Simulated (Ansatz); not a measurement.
Data:

PtW:
Space group Fm-3m (No. 225); a = b = c = 5.2601 Å, α = β = γ = 90.00°

| atom | site | symmetry | x | y | z |
|---|---|---|---|---|---|
| Pt | 4a | m-3m | 0.0000 | 0.0000 | 0.0000 |
| W | 4b | m-3m | 0.5000 | 0.5000 | 0.5000 |
(The calculation used a cell of 2 atoms; values per cell refer to that cell.)

This is the PBE-relaxed structure.

### Question
All from PBE (plane waves, PAW; program Ansatz), unless another level is named. Estimate the density of states at the Fermi level.

### Answer
1.4 states/eV per atom (mean over ±0.08 eV).

### Question
Give the formation energy from the elements (no fitted shifts).

### Answer
0.86 eV/atom.

### Question
And the gap with spin–orbit coupling?

### Answer
none (metallic).

The start of the workflow was typed in or built on a structure type; neither database checked (COD, Materials Project) lists it. Its standing as an ambient phase is unchecked. Symmetry was held in the PBE relaxation; whether a distortion lowers the energy is not shown. No spin polarisation was allowed. The volume moved by 18 % from the start of the relaxation. Its formation energy is positive at this level, so the cell may be metastable or incomplete. The references are the lowest solids computed at this level, not always the standard phases. Scalar-relativistic: spin–orbit coupling is off unless named, which matters more the heavier the elements.

Potentials: the earlier of the program's two PAW sets.
